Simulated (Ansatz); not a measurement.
**Al₂O₃: computed property card**

Al₂O₃:
```xyz
10
Lattice="4.8522 2.7421 0.0000 -4.8522 2.7421 0.0000 -3.0718 0.0000 4.7338" Properties=species:S:1:pos:R:3 pbc="T T T"
Al    -5.6393     3.1604     2.4492
Al    -4.1034     2.3237     0.0823
Al     0.8522     3.0507     2.3317
Al    -0.6837     2.4334     4.6986
O     -5.9894     3.5237     4.1896
O     -4.4535     1.9604     1.8227
O      0.9621     2.7655     4.0906
O      2.4980     2.7186     1.7237
O     -1.7238     3.6357     4.0991
O     -0.1879     1.8484     1.7322
```

Space group Cc (No. 9); conventional cell a = 9.704 Å, b = 5.484 Å, c = 5.643 Å, α = 90.00°, β = 122.98°, γ = 90.00°.

Method: r²SCAN (plane waves, PAW; program Ansatz). Geometry: relaxed at this level of theory. Other levels are named where they apply.

### Cell and energy

```yaml
volume_per_atom: 12.60 Å³
density: 2.69 g/cm³
Formation energy from the elements (no fitted shifts): -3.13 eV/atom
```

### Electronic structure

```yaml
band_gap: 4.72 eV (smallest direct gap 4.75 eV)
valence_band_maximum: on the Γ–C line, 17 % of the way from Γ (k = 0.062, 0.062, 0.000 in fractions of the reciprocal vectors)
conduction_band_minimum: at Γ
electron_effective_mass: 0.40, 0.46, 0.46 mₑ (principal values)
hole_effective_mass: 1.5, 2.2, 3.5 mₑ (principal values)
```

### Charges

```yaml
bader_charges: Al +2.57, O -1.73 to -1.68 e
```

The start of the workflow was typed in or built on a structure type; neither database checked (COD, Materials Project) lists it. It is not the phase usual at ambient conditions (space group No. 167). The cell was relaxed with r²SCAN under the symmetry of its start; its stability against distortions is not shown here. The references are the lowest solids computed at this level, not always the standard phases (solids in place of the gases).

Potentials: the earlier of the program's two PAW sets.
